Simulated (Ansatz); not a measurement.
## What DFT gives for TlCoF₃

```
Co F Tl
1.0
     4.07704    0.00000    0.00000
     0.00000    4.07704    0.00000
     0.00000    0.00000    4.07704
Co F Tl
1 3 1
Direct
  0.00000 0.00000 0.00000
  0.50000 0.00000 0.00000
  0.00000 0.50000 0.00000
  0.00000 0.00000 0.50000
  0.50000 0.50000 0.50000
```

The numbers come from plane-wave PAW DFT (Ansatz): PBEsol, with U_eff = 5.22 eV on Co d (all-electron-ortho-atomic projectors), collinear spin, 420 eV, 5×5×5 (shifted by 0.5, 0.5, 0.5 steps) k points, fermi-dirac occupations (width 0.0277 eV). Nothing was relaxed.

Magnetic state (reached from a saved solution, and it need not be the lowest): Co1 up.

(1) Describe some of the short contacts.

(2) How large are the moments?

(3) Which orbitals make up the band edges?

(4) Metal or insulator? Give the gap.

(5) How is the charge shared?

Origin: a known structure type with other elements, at an estimated volume, so it need not be a known compound. Caveats: no spin-orbit coupling, which can shift this gap by tenths of an eV; the mesh misses a band edge that the path finds; gaps of Fe, Co and Ni magnets come out low on these datasets.

Results:

(1) Co–F at 2.04 Å: least valence density 0.44 e/Å³ and ELF 0.09 there. Tl–F at 2.88 Å: least valence density 0.12 e/Å³ and ELF 0.06 there, a closed-shell (ionic or weak) contact. These are pseudo-fields; inside the PAW spheres they differ from the all-electron ones.

(2) Co1 +2.80 μB of spin moment in Bader basins; net size 3.00 μB a cell.

(3) Within 0.7 eV of the edges, the states project mainly on F p (46 %), Tl s (39 %) and Co d (13 %) below the gap and on Co d (87 %) above it.

(4) The gap is 3.54 eV, indirect or between spins (the least direct gap found is 3.72 eV). A semilocal functional usually gives too small a gap.

(5) Bader charges in e: Tl +0.86, Co +1.50, F -0.79. In the mean Co gives up most and F takes most.
